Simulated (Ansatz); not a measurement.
The elements of this relaxed trial crystal are hidden behind letters.

```
lattice vectors (Å)
   3.3938    0.0000    0.0000
   0.0000    3.3938    0.0000
   0.0000    0.0000    7.4423
fractional positions
X 0.0000 0.5000 0.2802
X 0.5000 0.0000 0.7198
Z 0.5000 0.0000 0.0877
Z 0.0000 0.5000 0.9123
Q 0.0000 0.0000 0.5000
Q 0.5000 0.5000 0.5000
```

Theory: DFT PBE, scalar-relativistic, plane waves, PAW in Ansatz. Settings of the last relaxation (6-atom cell): 420 eV, 12×12×6 k points, Gaussian smearing of 0.10 eV, no spin polarisation.

| Property | Result |
| --- | --- |
| Space group | P4/nmm (No. 129) |
| Conventional cell | a = 3.394 Å, c = 7.442 Å |
| Volume per atom | 14.29 Å³ |
| Density | 8.74 g/cm³ |
| Energy over the elements | −1.59 eV/atom |
| Gap on the 12×12×6 mesh of the 6-atom cell | 0 eV (a metal) |

Energies are uncorrected and count from the elements' standard states at the same level.

Question: X is a d-block element of period 6, Z is a p-block element of period 3 and Q is a p-block element of period 2. Which elements are they?

Answer: X = Hf, Z = Si, Q = F, so the formula is HfSiF. Density times volume gives a mean mass of 8.74 × 14.29/1.6605 = 75.2 u per atom, and this set has 75.2 u. Around Hf lie 4 F at 2.36 Å and 5 Si at 2.74–2.80 Å; around Si lie 4 Si at 2.73 Å and 5 Hf at 2.74–2.80 Å; F has 4 Hf at 2.36 Å and 4 F at 2.40 Å. Other sets within the hints have nearly the same mass, so mass alone doesn't settle it; this one was computed.

These runs have no spin–orbit coupling, which can matter for Hf. A structure relaxed within its symmetry needn't be a true minimum.
